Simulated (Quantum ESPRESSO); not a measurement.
Band energies of AuAl2

```
AuAl2
1.0
    0.00000     3.00233     3.00233
    3.00233     0.00000     3.00233
    3.00233     3.00233     0.00000
Al Au
2 1
Direct
  0.25000   0.25000   0.25000
  0.75000   0.75000   0.75000
  0.00000   0.00000   0.00000
```

norm-conserving PBEsol (Quantum ESPRESSO, 76 Ry, without SOC); path ΓXWKΓLUWLK,UX; energies in eV from the Fermi level.

```
k (1/Å)  point  band 8  band 9  band 10  band 11  band 12  band 13  band 14  band 15
-------  -----  ------  ------  -------  -------  -------  -------  -------  -------
0.00         Γ   -6.60   -5.63    -5.63     2.23     2.92     2.92     2.92     3.90
0.58             -6.20   -5.95    -5.46    -1.60    -0.74    -0.74     1.45     2.62
1.05         X   -5.78   -5.78    -5.33    -5.04    -2.13    -2.13     1.27     2.03
1.18             -5.78   -5.54    -5.37    -5.10    -2.34    -2.14     1.54     2.27
1.57         W   -6.26   -5.78    -5.20    -4.03    -4.03    -2.21     4.12     4.12
1.82             -5.86   -5.78    -5.38    -4.55    -3.45    -1.65     2.25     4.40
1.94         K   -5.89   -5.60    -5.53    -4.62    -3.40    -1.38     1.81     4.33
2.34             -6.20   -5.75    -5.50    -3.15    -2.42     0.56     2.73     4.58
2.85             -6.55   -5.66    -5.62     1.24     1.33     2.67     2.86     3.95
3.05         Γ   -6.60   -5.63    -5.63     2.23     2.92     2.92     2.92     3.90
3.35             -6.51   -5.64    -5.64    -0.35     1.93     1.93     2.56     4.66
3.85             -6.36   -5.52    -5.52    -5.13     0.40     0.40     3.18     3.64
3.96         L   -6.35   -5.51    -5.51    -5.46     0.34     0.34     3.23     3.57
4.38             -6.07   -5.64    -5.56    -4.75    -2.62    -0.76     2.07     5.22
4.60         U   -5.89   -5.60    -5.53    -4.62    -3.40    -1.38     1.81     4.33
4.97         W   -6.26   -5.78    -5.20    -4.03    -4.03    -2.21     4.12     4.12
5.43             -6.22   -5.61    -5.47    -5.16    -1.33    -0.38     2.74     3.79
5.71         L   -6.35   -5.51    -5.51    -5.46     0.34     0.34     3.23     3.57
5.87             -6.26   -5.52    -5.49    -5.39    -0.40     0.12     2.72     4.08
6.27             -5.94   -5.67    -5.56    -4.50    -3.38    -1.18     1.89     4.82
6.35         K   -5.89   -5.60    -5.53    -4.62    -3.40    -1.38     1.81     4.33
6.35         U   -5.89   -5.60    -5.53    -4.62    -3.40    -1.38     1.81     4.33
6.72         X   -5.78   -5.78    -5.33    -5.04    -2.13    -2.13     1.27     2.03
```

A metal at this level: along this path bands 11, 12, 13 cross the Fermi level.

Spin-orbit coupling is left out; for elements this heavy it splits bands near the Fermi level.

Geometry of the Materials Project entry, not relaxed at this level.
